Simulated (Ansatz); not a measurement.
Relaxed-ion elastic tensor of GaN (zinc blende, space group No. 216) in GPa (Voigt order), plane-wave PAW PBEsol (Ansatz code); density 6.11 g/cm³, 11.38 Å³ per atom.

```tsv
	1	2	3	4	5	6
1	270	147	147	0.0	0.0	0.0
2	147	270	147	0.0	0.0	0.0
3	147	147	270	0.0	0.0	0.0
4	0.0	0.0	0.0	152	0.0	0.0
5	0.0	0.0	0.0	0.0	152	0.0
6	0.0	0.0	0.0	0.0	0.0	152
```

Problem. Is the crystal mechanically stable?

Solution. Yes: the smallest eigenvalue of C is 123 GPa.

Problem. Work out the Voigt, Reuss and Hill averages.

Solution. K_V = 188, K_R = 188, K_H = 188; G_V = 116, G_R = 95.7, G_H = 106 GPa.

Problem. Give Young's modulus, Poisson's ratio, Pugh's ratio and the universal anisotropy index.

Solution. E = 9KG/(3K + G) = 267 GPa; ν = 0.26; K/G = 1.78 (near the Pugh limit of 1.75, no verdict); A_U = 5G_V/G_R + K_V/K_R − 6 = 1.04.

Problem. Estimate the sound speeds and the Debye temperature.

Solution. v_l = √((K + 4G/3)/ρ) = 7340 m/s, v_t = √(G/ρ) = 4160 m/s, mean 4620 m/s; Θ = (h/k)(3n/4πV)^(1/3) v_m = 612 K.

Problem. Give the Zener ratio and Young's modulus along [100], [110] and [111].

Solution. A = 2C44/(C11 − C12) = 2.46; 1/E = S11 − 2(S11 − S12 − S44/2)Γ with Γ = 0, 1/4, 1/3 gives 167, 279, 359 GPa.

Problem. Solve the Christoffel equation for the three sound speeds along [100], [110], [111].

Solution. Eigenvalues of C_ijkl n_j n_l equal ρv² (piezoelectric stiffening left out). In km/s, slowest first: [100] 4.98, 4.98, 6.65; [110] 3.18, 4.98, 7.68; [111] 3.87, 3.87, 7.99.

Space group F-43m (zinc blende). The cell was relaxed with PBEsol under the symmetry of its start.

Potentials: the later of the program's two PAW sets.
